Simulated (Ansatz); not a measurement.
**Ga3SbAs2 (P3m1)**

All numbers below come from DFT PBE, scalar-relativistic, plane waves, PAW in Ansatz.

Settings: cutoff 420 eV, Γ-centred mesh 12×12×4 on the computed 6-atom cell, Gaussian smearing of 0.10 eV; no spin polarisation.

The structure is relaxed at this level of theory with its symmetry kept, and needn't be the ground state of this composition.

```cif
data_structure
_symmetry_space_group_name_H-M 'P 1'
_symmetry_Int_Tables_number 1
_cell_length_a 4.1776
_cell_length_b 4.1776
_cell_length_c 10.2390
_cell_angle_alpha 90.000
_cell_angle_beta 90.000
_cell_angle_gamma 120.000
_cell_volume 154.76
loop_
_atom_site_label
_atom_site_type_symbol
_atom_site_fract_x
_atom_site_fract_y
_atom_site_fract_z
_atom_site_occupancy
Ga1 Ga 0.00000 0.00000 0.01371 1
Ga2 Ga 0.66667 0.33333 0.33304 1
Ga3 Ga 0.33333 0.66667 0.65413 1
Sb1 Sb 0.33333 0.66667 0.91622 1
As1 As 0.00000 0.00000 0.25609 1
As2 As 0.66667 0.33333 0.57681 1
```

Problem. Formation energy from the elements' standard states (uncorrected)?

Solution. -0.260 eV/atom.

Problem. Kohn–Sham band gap?

Solution. zero, with almost no states at the Fermi level.

Problem. Density of states at the Fermi level?

Solution. 0.0 states/eV per cell.

Problem. Orbital (Löwdin) character within 0.5 eV of the Fermi level?

Solution. Sb 5p 42 %, Ga 4p 24 %, As 4p 19 %, Ga 4s 9 %.

Problem. Bulk modulus?

Solution. 54 GPa.

Problem. Its pressure derivative?

Solution. 4.7.

Problem. Bader charge by site (e)?

Solution. Ga (1 in the cell) 0.40, Ga (1 in the cell) 0.66, Ga (1 in the cell) 0.58, Sb (1 in the cell) -0.34, As (1 in the cell) -0.65, As (1 in the cell) -0.65.

Spin-orbit coupling is left out, which matters for the bands of heavy elements.

The cell was found from a structure generator's guess, not taken from experiment. Löwdin shares on free-atom orbitals overweight diffuse shells.
